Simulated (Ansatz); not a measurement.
Relaxed La (dhcp type, space group P6_3/mmc):

```
CELL_PARAMETERS angstrom
      3.78465     0.00000     0.00000
     -1.89233     3.27761     0.00000
      0.00000     0.00000    12.02942
ATOMIC_POSITIONS crystal
  La 0.00000 0.00000 0.00000
  La 0.00000 0.00000 0.50000
  La 0.33333 0.66667 0.25000
  La 0.66667 0.33333 0.75000
```

Scan: atom 3 (La, nearest neighbour La at 3.717 Å; its periodic images, 3.8 Å or more away, move with it) is displaced along Cartesian [110], direction (0.707, 0.707, 0.000) in Cartesian axes, by s. The other atoms stay.

Computed with r2SCAN (plane waves to 500 eV, PAW, scalar-relativistic; Ansatz, a quantum-chemistry and plane-wave program). k mesh 11×11×3 (Γ-centred), Fermi-Dirac smearing 0.05 eV. The energy includes the smearing's −TS. With partly filled bands, energies and forces of such displacements shift with the k mesh and the smearing. F⊥ is the part of the force across the line. La is run without spin polarisation. La was relaxed with its symmetry unable to fall. The PAW data are Ansatz's earlier set. The zero of ΔE is the undisplaced structure.

Problem. What ΔE (meV/cell) and |F⊥| (eV/Å) does the calculation give at s (Å) = -0.740, -0.592, -0.444, -0.296, 0.148, 0.296, 0.444, 0.592?

Solution. 
```csv
s (Å),ΔE (meV/cell),|F⊥| (eV/Å)
-0.740,113,0.033
-0.592,72,0.009
-0.444,39,0.003
-0.296,16,0.004
0.148,4,0.002
0.296,15,0.004
0.444,39,0.001
0.592,76,0.013
```

(A displaced cell: forces are minus the slopes of the energy, force constants its curvatures, and phonons follow from these.)
